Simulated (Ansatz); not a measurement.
Consider the following.

Starting cell, Ba (bcc, W type):

```
CELL_PARAMETERS angstrom
     -5.02000     5.02000     5.02000
      2.51000    -2.51000     2.51000
      2.51000     2.51000    -2.51000
ATOMIC_POSITIONS crystal
  Ba 0.00000 0.00000 0.00000
  Ba 0.50000 0.00000 0.00000
```

The atoms are displaced by Q × the pattern below (from a DFPT mode at N = (0.5, 0.0, 0.0), largest move 1; Q in Å), at fixed cell. (q is in reciprocal vectors of the primitive cell; the cell shown is doubled to hold the pattern.)

```tsv
atom	x	y	z
Ba1	0.000	-0.707	-0.707
Ba2	0.000	0.707	0.707
```

These are PBE (plane waves to 420 eV, PAW, scalar-relativistic; Ansatz, a quantum-chemistry and plane-wave program) values and carry that method's errors. k mesh 13×13×13 (Γ-centred), Fermi-Dirac smearing 0.05 eV. Energies are smeared free energies. With partly filled bands, energies and forces of such displacements shift with the k mesh and the smearing. Ba was relaxed with its symmetry unable to fall. The PAW data are Ansatz's earlier set. ΔE is measured from the undisplaced structure.

The scan covers Q from -0.100 to 0.100 Å in 13 points.

Which space group does the distorted structure have?

Cmme (No. 67), lowered from Im-3m.

What is the energy change at Q = 0.100 Å?

28.1 meV/cell.

What harmonic wavenumber does the curvature at Q = 0 give?

75 cm⁻¹.

(A displaced cell: forces are minus the slopes of the energy, force constants its curvatures, and phonons follow from these.)
